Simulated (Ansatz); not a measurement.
KRb₂TlF₆:
```xyz
10
Lattice="0.0000 4.6745 4.6745 4.6745 0.0000 4.6745 4.6745 4.6745 0.0000" Properties=species:S:1:pos:R:3 pbc="T T T"
K      4.6745     4.6745     4.6745
Rb     7.0118     7.0118     7.0118
Rb     2.3373     2.3373     2.3373
Tl     0.0000     0.0000     0.0000
F      2.1538     4.6745     4.6745
F      7.1952     4.6745     4.6745
F      4.6745     2.1538     4.6745
F      4.6745     7.1952     4.6745
F      4.6745     4.6745     2.1538
F      4.6745     4.6745     7.1952
```

This is the HSE06-relaxed structure.

Problem. All from the program Ansatz at the HSE06 level (PAW), unless another level is named. Predict the band gap.

Solution. 5.78 eV (indirect).

Problem. Next, the smallest direct gap on the standard path?

Solution. 6.00 eV.

Problem. And the valence-band maximum?

Solution. at L.

Problem. Predict the conduction-band minimum.

Solution. at Γ.

Space group Fm-3m. The workflow started from a Materials Project entry (that database holds measured and hypothetical structures alike); the Crystallography Open Database copy checked does not list it. Whether it is the stable phase at ambient conditions was not checked. The cell was relaxed with HSE06 under the symmetry of its start; its stability against distortions is not shown here. The hybrid was solved on a coarse mesh, the path and, where they were found, the r²SCAN edge points; its band edges are the extreme levels among these. Scalar-relativistic: spin–orbit coupling is off unless named, which matters more the heavier the elements.

Potentials: the later of the program's two PAW sets.
